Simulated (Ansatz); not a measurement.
Generalised stacking fault of CaF$_{2}$ (fluorite) on the {100} plane. The cell below holds the perfect crystal with the plane normal along z; tilting its third vector by the shift puts one fault into each cell, between planes 1.36 Å apart, at fixed cell height.

```
CELL_PARAMETERS angstrom
      3.83277     0.00000     0.00000
      0.00000     3.83277     0.00000
      1.91639     1.91639     8.13054
ATOMIC_POSITIONS crystal
  Ca 0.00000 0.00000 0.91667
  Ca 0.33333 0.33333 0.25000
  Ca 0.66667 0.66667 0.58333
  F  0.91667 0.41667 0.08333
  F  0.25000 0.75000 0.41667
  F  0.58333 0.08333 0.75000
  F  0.41667 0.91667 0.08333
  F  0.75000 0.25000 0.41667
  F  0.08333 0.58333 0.75000
```

In-plane vectors a = (3.833, 0.000) Å, b = (0.000, 3.833) Å, area 14.69 Å². The shift is s times the vector a (length 3.833 Å), so s = 1 restores the start. Atoms relax along the normal only. γ = [E(shift) − E(0)] / area.

Calculation: PBEsol (plane waves to 420 eV, PAW, scalar-relativistic; Ansatz, a program for electronic structure). k mesh 8×8×8 (Γ-centred), Fermi-Dirac smearing 0.05 eV. Energies are extrapolated to zero smearing. Some relaxations began with atoms very close together and may have settled on another branch. Faults lie only 8.1 Å apart, and holding the cell height raises γ above its relaxed value. CaF2 was relaxed with its symmetry unable to fall. The PAW data are Ansatz's earlier set. The zero of γ is zero shift.

```
s      γ (mJ/m²)
-----  ---------
0.000          0
0.083        119
0.167        372
0.250        669
0.333        955
0.417       1165
0.500       1242
0.583       1165
0.667        955
0.750        669
0.833        372
0.917        119
```

### Question
Does γ have a local minimum between the ends of the line, and at which s?

### Answer
No computed point is one.

### Question
By a periodic cubic spline through the points, what shear stress does the steepest rise of γ from s = 0 correspond to?

### Answer
9.4 GPa. A slope of 1 mJ/m² per Å is 0.01 GPa.

(The slope of γ gives the shear force per area between the displaced halves; near zero shift its curvature is an elastic stiffness.)
